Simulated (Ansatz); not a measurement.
**Ti2O: strain energy, fitted**

Ti2O, P-3m1, a = 2.953 Å, c = 4.724 Å. The structure is a COD entry; whether it is the stable form wasn't checked. Ansatz: PBEsol, PAW, 420 eV, Γ-centred 24×24×12 mesh on 3 atoms, Gaussian smearing 0.10 eV; no spin polarisation. Series: biaxial strain in the a-b plane, c and atoms relaxed; x is the strain in per cent. y is the free energy over the unstrained cell, V0 = 11.891 Å³/atom.

```
x (%) y (meV/atom)
 -3.0         25.65
 -2.0             ?
 -1.0          2.68
  0.0          0.00
  1.0          2.60
  2.0         10.11
  3.0         22.29
```

Question: Fit y = c2 x² + c3 x³ to the other rows, turn c2 into a modulus, and predict the missing energy.

Answer: Least squares on the rows shown. y = 2.6621 x² − 0.062406 x³. In eV per unit strain² c2 is 26.62; M is the biaxial modulus (E = M V0 ε²): 26.62 × 160.2 / (11.891) = 359 GPa. At x = -2.0 the fit asked for gives 11.15 meV/atom. The run gave 11.09 meV/atom, so the fit is 0.06 meV/atom too high, a small miss on the scale of the series.

Spin polarisation was left out, and a magnetic state may lie lower.